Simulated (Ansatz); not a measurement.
Ge2Mo (MoSi2 or CaC2 type, I4/mmm), plane-wave PAW PBE (Ansatz code), all energies at zero smearing, with the estimated change up to a 700 eV cutoff added, with one set of potentials and settings (totals compare only within such a set). Cell of 3 atoms (2 Ge, 1 Mo): -13546.411 eV.

```csv
element,reference phase,E (eV/atom)
Ge,"Fd-3m, 2 atoms in the cell",-4294.9847
Mo,"Im-3m, 1 atoms in the cell",-4956.0212
```

Formation energy per atom, worked out: (-13546.411 − 2×(-4294.9847) − 1×(-4956.0212))/3 = -0.140 eV/atom (-14 kJ per mol of atoms), at 0 K, without zero-point energy or fitted corrections.

The first step of the workflow began from a Materials Project structure, measured or hypothetical; the Crystallography Open Database copy checked does not list it. COD files the formula under space group No. 62, so this cell is another polymorph or a model. Its standing as an ambient phase is unchecked. Symmetry was held in the PBE relaxation; whether a distortion lowers the energy is not shown. The run is not spin-polarised. The references are the lowest solids computed at this level, not always the standard phases.

Potentials: the later of the program's two PAW sets.
